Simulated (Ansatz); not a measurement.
**How far is PAW off for HgPt?**

```
Hg Pt
1.0
     2.97100    0.00000    0.00000
     0.00000    2.97100    0.00000
     0.00000    0.00000    3.82500
Hg Pt
1 1
Cartesian
  0.0000 0.0000 0.0000
  1.4855 1.4855 1.9125
```

Atoms are numbered in the order listed.

The cell is COD entry 1523215, as deposited and not checked against the literature; nothing was relaxed.

Spin–orbit coupling is left out, though it moves levels of the heavy atoms by tenths of an eV or more.

All numbers are computed: DFT, LDA, PAW with Ansatz's default frozen-core files, scalar-relativistic (Ansatz 0.2.0); DFT, LDA, all-electron PAW with datasets made for the crystal, scalar-relativistic (Ansatz 0.2.0); DFT, LDA, all-electron LAPW, scalar-relativistic (Ansatz 0.2.0).

For PAW: a Γ-centred 12×12×10 k mesh, Fermi–Dirac smearing of 0.03 eV, cutoff 420 eV, no spin polarisation; the PAW files were made with PBE, and the program remakes their frozen cores for this functional. The crystal-made all-electron datasets (AE datasets) take a cutoff of 280 eV at this cell. LAPW targets a basis error of 0.5 meV/atom. The Ansatz runs share mesh, smearing and spin set-up. Plane-wave (PAW) pressures include the program's estimate of the Pulay term.

Stress and pressure are positive in compression.

Spin–orbit coupling is left out, which moves gradients at and beside heavy atoms by some per cent and at worst by a factor of two.

In a metal, gradients converge slowly with the k mesh: the values move by tens of per cent from one mesh to another, at times in sign, so only the comparison on one mesh counts.

Levels count from the Fermi level.

| quantity | PAW | AE datasets | LAPW |
| --- | --- | --- | --- |
| pressure (GPa) | -1.67 | -1.65 | -1.65 |
| stress xx (GPa) | -1.87 | -1.86 | -1.86 |
| stress zz (GPa) | -1.27 | -1.23 | -1.23 |
| highest filled level at X (eV) | -1.737 | -1.736 | -1.736 |
| lowest empty level at X (eV) | 0.800 | 0.801 | 0.801 |
| highest filled level at A (eV) | -0.015 | -0.015 | -0.015 |
| lowest empty level at A (eV) | 1.623 | 1.619 | 1.619 |
| highest filled level at Γ (eV) | -0.883 | -0.883 | -0.883 |
| lowest empty level at Γ (eV) | 1.549 | 1.546 | 1.546 |
| field gradient Vzz at Hg1 (10²¹ V/m²) | -11.11 | -11.09 | – |
| field gradient Vzz at Pt2 (10²¹ V/m²) | ? | ? | – |

What belongs in the row "field gradient Vzz at Pt2 (10²¹ V/m²)", column "PAW"?

9.44.

Give the missing entry: row "field gradient Vzz at Pt2 (10²¹ V/m²)", column "AE datasets".

9.69.
